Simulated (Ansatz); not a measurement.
Ansatz input

```yaml
crystal:
  lattice:
    - [0.0, 3.6603033421, 3.6603033421]
    - [3.6603033421, 0.0, 3.6603033421]
    - [3.6603033421, 3.6603033421, 0.0]
  atoms:
    - { symbol: Mg, position: [0.125, 0.125, 0.125] }
    - { symbol: Mg, position: [0.875, 0.875, 0.875] }
hamiltonian:
  xc: blyp
  pseudopotentials:
    kind: paw
    azcp:
      Mg: "pseudopotentials/Mg.paw.azcp"
basis:
  ecutwfc: 420
  fft_grid_basis: typed
kpoints:
  mp_grid: { grid: [9, 9, 9], shift: [0, 0, 0] }
magnetization:
  spin_polarized: false
scf:
  occupations: { method: fermi_dirac, width: 0.1 }
  lower_state_search: "off"
output:
  stress: true
```

Output

```
Engine: ansatz 0.2.0, aarch64-unknown-linux-gnu
Pseudopotentials: kind: paw
Pseudopotential: Mg, paw, valence charge 10, recommended cutoff 420 eV (normal) 
Functional definition: BLYP
  parameter beta = 0.0042
  parameter a = 0.04918
  parameter b = 0.132
  parameter c = 0.2533
  parameter d = 0.349
  exchange = b88_x(beta = beta)
  correlation = lyp_c(a = a, b = b, c = c, d = d)
Crystal: 2 atoms, lattice volume = 98.080 Å³
Basis set: ecut = 420 eV, 1917 PW (Γ), exchange–correlation on 72×72×72 points (8 copies of the dense FFT grid, shifted against one another)
Bands: 14, of which v1, the nominal top of the filled ones, is band 10 counted from 1 (9 counted from 0)
Symmetry: 48 space group operations
Space group: Fd-3m (ITA 227), of the structure as read, at distance tolerance 4.6e-5 Å
k-points: 35 of 729
Non-local potential: Mg, projectors of the file, l = 0: 3, l = 1: 2, l = 2: 1
PAW form: soft (Blöchl's): semilocal exchange-correlation on the pseudo side does not see the compensation charge
PAW frozen core: Mg, regenerated for the run's functional, and the local potential with it (the file was generated under x = pbe(κ = 0.804, μ = 0.2195149727645171), c = pbe(β = 0.06672455060314922))
PAW one-centre angular grid: Mg, 110 points (default); XC on 64 Gauss nodes
Initial density: superposition of atomic densities (neutral atoms: chi_scale 0, normalization atom), corrected by the library's trained network
Initial wavefunctions: pseudopotential atomic-orbital guess
Functional: x = b88, c = lyp
SCF iter   1: F=—  HF=-3852.639964 eV  |F-HF|=—  |Δ(HF+E_count)|=         —  Δρ=2.63e-3  dr2=1.96e-2  ethr=1.77e-3  ⟨swp⟩=5.5  Hψ=2744  notcnv=0
SCF iter   2: F=—  HF=-3852.635495 eV  |F-HF|=—  |Δ(HF+E_count)|=   4.47e-3  Δρ=9.16e-4  dr2=2.60e-3  ethr=9.81e-5  ⟨swp⟩=2.0  Hψ=949  notcnv=0
SCF iter   3: F=—  HF=-3852.635759 eV  |F-HF|=—  |Δ(HF+E_count)|=   2.64e-4  Δρ=1.90e-4  dr2=9.91e-5  ethr=1.30e-5  ⟨swp⟩=2.0  Hψ=558  notcnv=0
SCF iter   4: F=—  HF=-3852.635794 eV  |F-HF|=—  |Δ(HF+E_count)|=   3.52e-5  Δρ=6.15e-5  dr2=2.13e-6  ethr=4.95e-7  ⟨swp⟩=2.4  Hψ=659  notcnv=0
SCF iter   5: F=—  HF=-3852.635795 eV  |F-HF|=—  |Δ(HF+E_count)|=   6.28e-7  Δρ=2.03e-5  dr2=2.60e-7  ethr=1.07e-8  ⟨swp⟩=2.0  Hψ=840  notcnv=0
SCF iter   6: F=-3852.635796 eV  HF=-3852.635796 eV  |F-HF|=5.11e-8  |Δ(HF+E_count)|=   8.99e-7  Δρ=4.43e-6  dr2=1.41e-8  ethr=5.00e-10  ⟨swp⟩=4.4  Hψ=1445  notcnv=0
SCF 1 converged in 6 iterations: F = -3852.635796 eV  dr2 = 1.41e-8
SCF converged after 6 iterations
Free energy (F): -3852.635796 eV
Harris-Foulkes:  -3852.635796 eV  (|F-HF|=5.11e-8)
Internal energy: -3852.583871 eV  (E = F + TS)
E sigma→0 (E₀):  -3852.609833 eV
Entropy (-TS):   -0.051925 eV (-25.963 meV/atom)
Fermi energy:    1.522081 eV
--- Per-component energies (eV) ---
  E_band       = -807.496983
  E_kinetic    = 146.729861
  E_local      = -3945.625647  (includes V_loc(G=0)·N_el)
  E_nonlocal   = 186.387541
  E_hartree    = 1466.953358
  E_xc         = -52.760766
  E_vxc        = -67.860745  (∫ρ·V_xc dr)
  E_paw        = -594.688631  (= ΣΔE_a)
  E_vpaw       = -61.032550  (= ΣTr[D̂ρ^β])
  E_aug_tail   = 0.000001  (compensation charges beyond the density's cutoff)
  E_ewald      = -1059.584068
  E_core_change = 0.004480  (= ΣΔE_core)
  E_smearing   = -0.051925  (= −TS)
  E_closure    = 0.000000  (closes the sum)
  Σ components = -3852.635796   (vs F -3852.635796, Δ=0.00e0)
--- Stress (GPa, compression-positive) ---
       -0.424442       0.000000       0.000000
       -0.000000      -0.424442       0.000000
        0.000000       0.000000      -0.424442
  P = ⅓ Tr σ = -0.4244 GPa (-4.244 kbar)
```
